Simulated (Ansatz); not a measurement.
Zr₆CoAs₂ in space group P-62m (No. 189; Zr on 3f, Zr on 3g, Co on 1b, As on 2c), the program Ansatz at the PBE level (PAW), all energies at zero smearing, with the estimated change up to a 700 eV cutoff added, with one set of potentials and settings (totals compare only within such a set). Cell of 9 atoms (6 Zr, 1 Co, 2 As): -39948.147 eV.

| element | reference phase | E (eV/atom) |
|---|---|---|
| Zr | P6_3/mmc, 2 atoms in the cell | -4183.8362 |
| Co | P6_3/mmc, 2 atoms in the cell, spin-polarised | -5126.1559 |
| As | R-3m, 2 atoms in the cell | -4856.1377 |

Formation energy per atom, worked out: (-39948.147 − 6×(-4183.8362) − 1×(-5126.1559) − 2×(-4856.1377))/9 = -0.744 eV/atom (-72 kJ per mol of atoms), at 0 K, without zero-point energy or fitted corrections.

The first step of the workflow began from a Materials Project structure, measured or hypothetical; the Crystallography Open Database copy checked does not list it. Its standing as an ambient phase is unchecked. The cell was relaxed with PBE under the symmetry of its start; whether a distortion lowers the energy is not shown. The run is not spin-polarised. The references are the lowest solids computed at this level, not always the standard phases.

Potentials: the later of the program's two PAW sets.
